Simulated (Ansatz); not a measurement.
Relaxed-ion elastic tensor of Mg (bcc (W type), space group No. 229) in GPa (Voigt order), DFT-PBEsol in the program Ansatz with PAW potentials; density 1.79 g/cm³, 22.49 Å³ per atom.

```
35.6  36.8  36.8   0.0   0.0   0.0
36.8  35.6  36.8   0.0   0.0   0.0
36.8  36.8  35.6   0.0   0.0   0.0
 0.0   0.0   0.0  31.2   0.0   0.0
 0.0   0.0   0.0   0.0  31.2   0.0
 0.0   0.0   0.0   0.0   0.0  31.2
```

Is the crystal mechanically stable?

No: the smallest eigenvalue of C is -1.3 GPa.

Space group Im-3m (bcc (W type)). The workflow started from a Materials Project entry (that database holds measured and hypothetical structures alike); the Crystallography Open Database copy checked does not list it. It is not the phase usual at ambient conditions (space group No. 194). The cell was relaxed with PBEsol under the symmetry of its start. At this level the phase is mechanically unstable. As this level gives no gap, shear constants depend on the k-mesh and smearing (Fermi–Dirac, 0.1 eV here).

Potentials: the earlier of the program's two PAW sets.
